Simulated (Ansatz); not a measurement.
Theory: DFT PBE, scalar-relativistic, plane waves, PAW in Ansatz 0.2.0. Settings: cutoff 420 eV, Γ-centred meshes spaced at most about 0.3 Å⁻¹, and about 0.25 Å⁻¹ or finer for metals (2π included), Gaussian smearing. No spin polarisation in the final relaxations.

All energies are static (0 K, no zero-point motion). All come from trial cells, and lower structures may exist.

Question: Order these relaxed structures of AlCu5 by energy, lowest first, with the energy over the lowest of them.
A.

```xyz
6
Lattice="2.6553 0.0000 0.0000 0.0000 3.5755 0.0000 0.0000 0.0000 7.8353" Properties=species:S:1:pos:R:3 pbc="T T T"
Al    1.3277    1.7878    0.0000
Cu    0.0000    0.0000    6.5000
Cu    0.0000    0.0000    1.3352
Cu    1.3277    1.7878    2.6350
Cu    0.0000    0.0000    3.9176
Cu    1.3277    1.7878    5.2002
```

B.

```xyz
6
Lattice="2.6392 0.0000 0.0000 -1.3196 2.2856 0.0000 0.0000 0.0000 12.4600" Properties=species:S:1:pos:R:3 pbc="T T T"
Al    0.0000    1.5238    0.0000
Cu    0.0000    1.5238    8.2922
Cu    0.0000    1.5238    4.1679
Cu    1.3196    0.7619   10.3672
Cu    1.3196    0.7619    2.0928
Cu    1.3196    0.7619    6.2300
```

C.

```xyz
6
Lattice="3.0118 0.0000 0.0000 0.0000 3.0118 0.0000 0.0000 0.0000 8.2045" Properties=species:S:1:pos:R:3 pbc="T T T"
Al    0.0000    0.0000    4.1023
Cu    0.0000    0.0000    6.8657
Cu    1.5059    1.5059    5.5085
Cu    1.5059    1.5059    2.6961
Cu    0.0000    0.0000    1.3389
Cu    1.5059    1.5059    0.0000
```

Answer: A (0 meV/atom), C (14 meV/atom), B (63 meV/atom). Forms: A Al and Cu ordered on fcc sites, Pmmm; C Al and Cu ordered on bcc sites, P4/mmm; B Al and Cu ordered on hcp sites, P-6m2. Counting all near atoms (those within 1.25 times the shortest distance at each site; a plus sign parts nearer from farther groups; a slash parts the counts of unlike sites): A has Al 12, Cu 12; C has Al 14, Cu 10+4/14; B has Al 12, Cu 12.

For metals, differences of a few meV/atom aren't resolved. Cells relaxed within their symmetry can be saddle points. Some structure types and database cells were kept out of the candidates from the start, so a known form may be missing.
